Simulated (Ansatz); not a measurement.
ZnS:
```
ZnS
1.0
    0.00000     2.64841     2.64841
    2.64841     0.00000     2.64841
    2.64841     2.64841     0.00000
Zn S
1 1
Direct
  0.00000   0.00000   0.00000
  0.75000   0.75000   0.75000
```

This is the LDA-relaxed structure. x, y and z are the axes in which the lattice vectors are written.

### Question
All from plane-wave PAW LDA (Ansatz code), unless another level is named. Give the piezoelectric stress constants (proper, relaxed ions, C/m²).

### Answer
e14 = e25 = e36 = -0.16.

### Question
Give the vibrational entropy at 300 K.

### Answer
28.7 J/(K·mol of atoms).

### Question
What about the zero-point energy?

### Answer
41.2 meV/atom.

### Question
And the Debye temperature from the elastic constants?

### Answer
368 K.

Space group F-43m (zinc blende). The cell was relaxed with LDA under the symmetry of its start. Signs of piezoelectric constants follow the polarity of the cell as given.

Potentials: the earlier of the program's two PAW sets. The files were generated under PBE; for other functionals the program regenerates the frozen cores, and for LDA and PBEsol the local potential too.
